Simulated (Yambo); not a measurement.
Yambo run on a free-standing AlClO monolayer (symmetry Pmmn, slab cell 19.0 Å high). The wavefunctions are PBEsol (Quantum ESPRESSO, PseudoDojo norm-conserving, 84 Ry, scalar-relativistic) ones on a 6×4×1 mesh (16 occupied bands); a = 3.1353 Å, b = 3.6360 Å, c = 19.0000 Å, α = β = γ = 90.00°.

Yambo input:

```
rim_cut
gw0
dyson
el_el_corr
HF_and_locXC
ppa
em1d
rim_w
RandQpts= 1000000
RandGvec= 2 Ry
CUTGeo= "slab z"
EXXRLvcs= 84 Ry
VXCRLvcs= 336 Ry
Chimod= "HARTREE"
% BndsRnXp
 1 | 53 |
%
NGsBlkXp= 7 Ry
% LongDrXp
 1.0 | 1.0 | 0.0 |
%
RandGvecW= 794 mRy
PPAPntXp= 27.2114 eV
% GbndRnge
 1 | 53 |
%
GTermKind= "BG"
DysSolver= "n"
ExtendOut
% QPkrange
 1 | 1 | 16 | 17 |
 10 | 10 | 16 | 16 |
%
```

k points by index: 1 = Γ, 10 = (-0.5, 0).

Table of the .qp output:

```
#    K-point    Band    Eo [eV]    E [eV]    E-Eo [eV]    Vxc [eV]    Vnlxc [eV]    Sc|Eo [eV]    Sc|E [eV]    dSc/dw|Eo [eV]    Re(Z)    Im(Z)
#
    1    16    -0.221607    -1.998482    -1.776875    -14.96213    -19.11364    2.017262    2.374633    -5.472438    0.832562    -0.001348
    1    17    5.957221    7.693081    1.735860    -10.91964    -6.432332    -2.493947    -2.751443    -4.036285    0.870828    -0.977414E-3
    10    16    0.000000    -1.917945    -1.917945    -14.56132    -19.11164    2.234193    2.632373    -5.648870    0.828092    -0.001384
```
(The two width columns are left out.) Convergence of these settings isn't established.

Geometry relaxed with PBEsol.

This is a model layer cut from the bulk structure; whether it is stable on its own was not checked.
